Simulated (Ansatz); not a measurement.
# Two Ansatz runs on Hf

The cell is the one relaxed in the Materials Project (mp-103), not relaxed further here; entries there can be hypothetical. The listed cell was then made from it by scaling, straining or moving an atom.

First run: DFT, r2SCAN, PAW with Ansatz's default frozen-core files, scalar-relativistic (Ansatz 0.2.0).

Command: `ansatz run input.yaml --threads 1 --pin off --max-ram 2048MiB --backend cpu --events-out ev --progress --plain --runs-dir out` The run took 16 s on 1 thread of Arm Neoverse V1, on a shared host, peak memory 0.51 GiB.

```yaml
crystal:
  lattice:
    - [3.2135268677, 0.0, 0.0]
    - [-1.6067634338, 2.7829959032, 0.0]
    - [0.0, 0.0, 5.0784534855]
  atoms:
    - { symbol: Hf, position: [0.3333333333, 0.6666666667, 0.25] }
    - { symbol: Hf, position: [0.6666666667, 0.3333333333, 0.75] }
kpoints:
  mp_grid: { grid: [12, 12, 7] }
scf:
  occupations: { method: fermi_dirac, width: 0.05 }
hamiltonian:
  xc: r2scan
  pseudopotentials: { kind: paw }
output:
  forces: true
  stress: true
  eigenvalues: true
  efg: { contact_densities: true }
```

Result: converged; pressure -1.68 GPa; no gap on the k mesh; 7 SCF iterations.

Spin–orbit coupling is left out, though it moves levels of the heavy atoms by tenths of an eV or more.

The input is then changed:

```diff
@@ -8,10 +8,10 @@
     - { symbol: Hf, position: [0.6666666667, 0.3333333333, 0.75] }
 kpoints:
-  mp_grid: { grid: [12, 12, 7] }
+  mp_grid: { grid: [8, 8, 5] }
 scf:
   occupations: { method: fermi_dirac, width: 0.05 }
 hamiltonian:
   xc: r2scan
-  pseudopotentials: { kind: paw }
+  pseudopotentials: { kind: paw_fr }
 output:
   forces: true
@@ -19,3 +19,6 @@
   eigenvalues: true
   efg: { contact_densities: true }
+magnetization:
+  noncollinear: true
+  spin_orbit: true
```

Task: Predict the outcome of the changed run.

Result: It converged; pressure -1.97 GPa; no gap on the k mesh; 9 SCF iterations. Some of these settings are too coarse for converged properties.
